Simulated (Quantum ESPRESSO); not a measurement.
## Kohn-Sham bands of HgO (P3₁21)

```xyz
6
Lattice="3.6150 0.0000 0.0000 -1.8075 3.1307 0.0000 0.0000 0.0000 8.8354" Properties=species:S:1:pos:R:3 pbc="T T T"
Hg     0.4343     0.7522     4.4177
Hg    -0.8686     0.0000    -1.4726
Hg     0.4343    -0.7522     1.4726
O     -0.8303    -1.4382     0.0000
O      1.6607     0.0000     2.9451
O     -0.8303     1.4382    -2.9451
```

Structure: Materials Project mp-7826, symmetrised, not relaxed again. Not found in the COD (Crystallography Open Database) copy used, which has the formula in other groups; not checked further. Level: PBEsol, no spin polarisation, no spin-orbit coupling; pw.x of Quantum ESPRESSO at 68 Ry with PseudoDojo potentials, 6×6×4 k-points, Wannier90. Density: 12×12×4 mesh, Gaussian smearing 0.01 Ry. The cell is built of weakly bound layers, chains or molecules. Database cells relaxed without dispersion often hold them too far apart, which can enlarge gaps and weakens couplings between them; spacing and stacking were not compared with the measured crystal. Spin-orbit coupling is left out although heavy elements are present.

### Question
List the Kohn-Sham levels between −8 and 4.2 eV relative to the valence-band maximum at the high-symmetry points, as a band run of pw.x on that density gives them (levels within 2 meV counted together).

### Answer
| point | k (reciprocal lattice) | levels (eV) |
|---|---|---|
| Γ | 0.000 0.000 0.000 | -6.91 (×2), -6.37, -6.24 (×2), -5.77, -5.49, -5.32 (×2), -5.12 (×2), -4.97 (×2), -4.93, -4.75, -3.47 (×2), -2.26, -2.10, -1.63 (×2), -0.42, -0.14 (×2), 1.22, 3.32 (×2) |
| M | 0.500 0.000 0.000 | -6.93, -6.84, -6.33, -6.31, -6.09, -5.97, -5.55, -5.07, -5.01, -4.79, -4.76, -4.70, -4.70, -4.68, -4.44, -3.57, -3.15, -2.84, -2.69, -2.00, -1.30, -0.79, -0.43, -0.40, 3.19, 3.92, 3.93 |
| K | 0.333 0.333 0.000 | -6.88 (×2), -6.20, -6.07 (×2), -5.85, -5.29 (×2), -5.05, -4.93 (×2), -4.87, -4.83 (×2), -4.56, -2.84, -2.76, -2.72 (×2), -2.04 (×2), -0.96, -0.57 (×2), 4.17 |
| A | 0.000 0.000 0.500 | -7.50, -6.47 (×2), -5.91, -5.71 (×2), -5.56, -5.46 (×2), -5.20, -5.08, -5.04 (×2), -4.80 (×2), -3.62 (×2), -3.06, -1.48, -1.39 (×2), -0.47, -0.15 (×2), 1.85 (×2), 4.03 |
| L | 0.500 0.000 0.500 | -7.27, -6.66, -6.47, -5.87, -5.75, -5.57, -5.54, -5.39, -5.19, -5.17, -4.95, -4.74, -4.72, -4.70, -4.68, -3.42, -2.89, -2.76, -2.39, -1.84, -1.47, -1.09, -0.54, -0.28, 3.00, 3.91, 4.10 |
| H | 0.333 0.333 0.500 | -7.21, -6.42 (×2), -5.82, -5.75 (×2), -5.56, -5.40 (×2), -4.98, -4.90, -4.84 (×2), -4.72 (×2), -2.81, -2.79 (×2), -2.05 (×2), -1.84, -1.31 (×2), -0.16 |
